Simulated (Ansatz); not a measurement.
This run works on a generated trial structure, not on a known crystal.

Input and command of a plane-wave DFT calculation in Ansatz:

```yaml
crystal:
  lattice:
    - [4.3185719, 0.0, 0.0]
    - [0.0, 4.3185719, 0.0]
    - [0.0, 0.0, 18.3889844]
  atoms:
    - { symbol: In, position: [0.5, 0.5, 0.159178] }
    - { symbol: In, position: [0.0, 0.0, 0.329547] }
    - { symbol: In, position: [0.5, 0.5, 0.5] }
    - { symbol: In, position: [0.0, 0.0, 0.670453] }
    - { symbol: In, position: [0.5, 0.5, 0.840822] }
    - { symbol: Ga, position: [0.0, 0.0, 0.0] }
    - { symbol: As, position: [0.5, 0.0, 0.244342] }
    - { symbol: As, position: [0.0, 0.5, 0.414769] }
    - { symbol: As, position: [0.5, 0.0, 0.585231] }
    - { symbol: As, position: [0.0, 0.5, 0.755658] }
    - { symbol: As, position: [0.5, 0.0, 0.926518] }
    - { symbol: As, position: [0.0, 0.5, 0.073482] }
basis:
  ecutwfc: 420
kpoints:
  mp_grid: { grid: [10, 10, 2] }
hamiltonian:
  xc: pbe
scf:
  occupations: { method: fermi_dirac, width: 0.15 }
output:
  forces: true
  stress: true
  eigenvalues: true
relax:
  adjacent_minimum: "off"
  f_tol: 0.001
  max_steps: 60
  cell: { stress_tol: 0.01 }
```

```bash
ansatz run input.yaml --threads 4 --pin off --max-ram 8192MiB --backend cpu --events-out ev --progress --plain --runs-dir out
```

Processor: Intel(R) Xeon(R) 6975P-C (Granite Rapids), 4 threads, on a host shared with other jobs.

Estimate time, memory and problem size.

About 97 s, peak memory 1.7 GiB. It solves 103 bands at 42 k points (after reduction by symmetry) with about 6725 plane waves (on the last cell), in 31 SCF iterations over 4 ionic steps.
